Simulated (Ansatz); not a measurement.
Tl$_{2}$Au in space group I4/mcm (No. 140; Tl on 8h, Au on 4a), DFT-r²SCAN in the program Ansatz with PAW potentials, all energies at zero smearing, with the estimated change up to a 700 eV cutoff added, with one set of potentials and settings (totals compare only within such a set). Cell of 6 atoms (4 Tl, 2 Au): -72161.582 eV.

```
element                reference phase  E (eV/atom)
-------  -----------------------------  -----------
Tl       P6_3/mmc, 2 atoms in the cell  -11458.5836
Au          Fm-3m, 1 atoms in the cell  -13163.5078
```

Formation energy per atom, worked out: (-72161.582 − 4×(-11458.5836) − 2×(-13163.5078))/6 = -0.039 eV/atom (-4 kJ per mol of atoms), at 0 K, without zero-point energy or fitted corrections.

The first step of the workflow began from a Materials Project structure, measured or hypothetical; the Crystallography Open Database files this formula in space group No. 140, but the cells were not matched. Its standing as an ambient phase is unchecked. The cell was relaxed with r²SCAN under the symmetry of its start; its stability against distortions is not shown here. The references are the lowest solids computed at this level, not always the standard phases. Spin–orbit coupling is left out wherever it is not named.

Potentials: the later of the program's two PAW sets.
